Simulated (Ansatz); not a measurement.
# Calculated with Ansatz: SnF$_{3}$, relaxation

Launch command:

```bash
ansatz run input.yaml --threads 2 --pin off --max-ram 3584MiB --backend cpu --events-out ev --progress --plain --runs-dir out
```

Input:

```yaml
crystal:
  lattice:
    - [0.0, 4.147618, 4.147618]
    - [4.147618, 0.0, 4.147618]
    - [4.147618, 4.147618, 0.0]
  atoms:
    - { symbol: Sn, position: [0.0, 0.0, 0.0] }
    - { symbol: Sn, position: [0.5, 0.5, 0.5] }
    - { symbol: F, position: [0.724, 0.276, 0.276] }
    - { symbol: F, position: [0.276, 0.724, 0.276] }
    - { symbol: F, position: [0.276, 0.724, 0.724] }
    - { symbol: F, position: [0.724, 0.276, 0.724] }
    - { symbol: F, position: [0.276, 0.276, 0.724] }
    - { symbol: F, position: [0.724, 0.724, 0.276] }
  symmetry: { tolerance: 0.0003 }
kpoints:
  mp_grid: { grid: [6, 6, 6], shift: [0, 0, 0] }
magnetization:
  spin_polarized: false
scf:
  occupations: { method: fermi_dirac }
  lower_state_search: "off"
hamiltonian:
  pseudopotentials: { kind: paw }
  xc: r2scan
basis:
  ecutwfc: 500
  fft_grid_basis: typed
relax:
  max_steps: 80
  cell: { p_target: 0.0 }
  f_tol: 0.03
output:
  forces: true
  stress: true
  eigenvalues: true
  bader: true
  populations: true
  elf: true
  write_potential: true
  volumetric_format: npy
  dos:
    e_range: [-12, 8]
    de: 0.05
    projected: { site_lists: { F: [F], Sn: [Sn] } }
checkpoint:
  read: saved_state
```

Origin of the cell: a database entry, scaled a little.

The smearing width isn't typed, so it takes its default of 0.1 eV.

The saved state is a converged single point of the same cell.

Steps («new basis» is an SCF on plane waves selected anew at the same cell):

```tsv
step	ΔF (meV/atom)	max force component (eV/Å)	P (GPa)	volume (Å³)	SCF iterations	step was
1	0.0	2.753	17.99	142.70	5	accepted
2	-151.8	0.672	2.48	162.46	7	accepted
3	-158.8	0.132	0.59	164.11	5	accepted
4	-159.1	0.010	0.05	164.87	5	accepted
5	-160.3	0.008	-0.02	164.87	8	new basis
```

Step 1, with forces in eV/Å:

```xyz
8
Lattice="0.000 4.148 4.148 4.148 0.000 4.148 4.148 4.148 0.000" Properties=species:S:1:pos:R:3:forces:R:3 pbc="T T T" step=1
Sn    0.000    0.000    0.000    0.000    0.000    0.000
Sn    4.148    4.148    4.148    0.000    0.000    0.000
F     2.289    4.148    4.148   -2.753    0.000    0.000
F     4.148    2.289    4.148    0.000   -2.753    0.000
F     6.006    4.148    4.148    2.753    0.000    0.000
F     4.148    6.006    4.148    0.000    2.753    0.000
F     4.148    4.148    2.289    0.000    0.000   -2.753
F     4.148    4.148    6.006    0.000    0.000    2.753
```

Step 2, with forces in eV/Å:

```xyz
8
Lattice="0.000 4.331 4.331 4.331 0.000 4.331 4.331 4.331 0.000" Properties=species:S:1:pos:R:3:forces:R:3 pbc="T T T" step=2
Sn    0.000    0.000    0.000    0.000    0.000    0.000
Sn    4.331    4.331    4.331    0.000    0.000    0.000
F     2.383    4.331    4.331   -0.672    0.000    0.000
F     4.331    2.383    4.331    0.000   -0.672    0.000
F     6.279    4.331    4.331    0.672    0.000    0.000
F     4.331    6.279    4.331    0.000    0.672    0.000
F     4.331    4.331    2.383    0.000    0.000   -0.672
F     4.331    4.331    6.279    0.000    0.000    0.672
```

Step 3, with forces in eV/Å:

```xyz
8
Lattice="0.000 4.345 4.345 4.345 0.000 4.345 4.345 4.345 0.000" Properties=species:S:1:pos:R:3:forces:R:3 pbc="T T T" step=3
Sn    0.000    0.000    0.000    0.000    0.000    0.000
Sn    4.345    4.345    4.345    0.000    0.000    0.000
F     2.373    4.345    4.345   -0.132    0.000    0.000
F     4.345    2.373    4.345    0.000   -0.132    0.000
F     6.317    4.345    4.345    0.132    0.000    0.000
F     4.345    6.317    4.345    0.000    0.132    0.000
F     4.345    4.345    2.373    0.000    0.000   -0.132
F     4.345    4.345    6.317    0.000    0.000    0.132
```

Step 5, with forces in eV/Å:

```xyz
8
Lattice="0.000 4.352 4.352 4.352 0.000 4.352 4.352 4.352 0.000" Properties=species:S:1:pos:R:3:forces:R:3 pbc="T T T" step=5
Sn    0.000    0.000    0.000    0.000    0.000    0.000
Sn    4.352    4.352    4.352    0.000    0.000    0.000
F     2.374    4.352    4.352   -0.008    0.000    0.000
F     4.352    2.374    4.352    0.000   -0.008    0.000
F     6.331    4.352    4.352    0.008    0.000    0.000
F     4.352    6.331    4.352    0.000    0.008    0.000
F     4.352    4.352    2.374    0.000    0.000   -0.008
F     4.352    4.352    6.331    0.000    0.000    0.008
```

- Free energy lowered by: 160.3 meV/atom
- Volume change: 15.53 %
- Final pressure: -0.02 GPa
- Relaxation steps listed: 5
- Formation energy (elements under the same functional, gases as molecules, uncorrected): -2.569 eV/atom
- Gap on the mesh: 3.39 eV

Caveats: the database entry stands far from equilibrium and may be faulty; the exchange-correlation potential is rough where the density is thin; the relaxation held the start's symmetry, so the end may be a saddle point.

The run took 44 s on 2 threads of Intel(R) Xeon(R) 6975P-C (Granite Rapids) (shared host), peak memory 0.96 GiB, from a saved density.
